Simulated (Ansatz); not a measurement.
YCo₃B₂ in space group P6/mmm (No. 191; Y on 1a, Co on 3g, B on 2c) under volume change, the program Ansatz at the PBEsol level (PAW), shape and atoms relaxed at each volume.

| V (Å³/atom) | E − E(relaxed) (meV/atom) | P (GPa) |
|---|---|---|
| 9.577 | 70.5 | 25.88 |
| 9.892 | 29.6 | 15.87 |
| 10.208 | 7.0 | 7.32 |
| 10.524 | 0.0 | 0.00 |
| 10.839 | 6.3 | -6.26 |
| 11.155 | 24.1 | -11.61 |
| 11.471 | 51.6 | -16.18 |

Problem. What does a third-order Birch–Murnaghan fit give for V₀, B₀ and B′?

Solution. V₀ = 10.52 Å³/atom, B₀ = 225 GPa, B′ = 4.2.

The first step of the workflow began from a Materials Project structure, measured or hypothetical; the Crystallography Open Database files this formula in space group No. 191, but the cells were not matched. Whether it is the stable phase at ambient conditions was not checked. Symmetry was held in the PBEsol relaxation; of distortions, only those at the zone centre were tested. The workflow began spin-polarised and lost its moments.

Potentials: the later of the program's two PAW sets.
